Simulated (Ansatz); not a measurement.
ZrPt$_{3}$:
```yaml
crystal:
  lattice:
    - [3.97134, 0.00000, 0.00000]
    - [0.00000, 3.97134, 0.00000]
    - [0.00000, 0.00000, 3.97134]
  atoms:
    - { symbol: Zr, position: [0.00000, 0.00000, 0.00000] }
    - { symbol: Pt, position: [0.50000, 0.50000, 0.00000] }
    - { symbol: Pt, position: [0.00000, 0.50000, 0.50000] }
    - { symbol: Pt, position: [0.50000, 0.00000, 0.50000] }
```

Relaxed with LDA. Special points in fractions of this cell's reciprocal vectors: Γ (0.000, 0.000, 0.000); X (0.000, 0.500, 0.000); M (0.500, 0.500, 0.000); R (0.500, 0.500, 0.500).

List the band energies nearest the Fermi level at these points for LDA in the plane-wave PAW code Ansatz.

In eV from the Fermi level; about four levels below and three above (degenerate sets whole), none deeper than 8.9 eV; points with the same levels are listed once.

| k | below | above |
|---|---|---|
| Γ | -1.20 -0.62 -0.62 -0.62 | 1.41 1.41 1.41 |
| X | -1.96 -0.62 -0.15 -0.15 | 1.18 1.27 3.60 |
| M | -3.55 -3.55 -3.21 -3.00 -2.75 | 0.61 0.61 0.83 0.83 |
| R | -1.10 -1.10 -1.10 -0.49 -0.49 -0.49 | 1.32 1.32 1.32 |

Space group Pm-3m (Cu3Au type). The workflow started from a Materials Project entry (that database holds measured and hypothetical structures alike); the Crystallography Open Database files this formula in space group No. 221, but the cells were not matched. Whether it is the stable phase at ambient conditions was not checked. Symmetry was held in the LDA relaxation; whether a distortion lowers the energy is not shown. No spin polarisation was allowed. Spin–orbit coupling is left out wherever it is not named.

Potentials: the later of the program's two PAW sets.
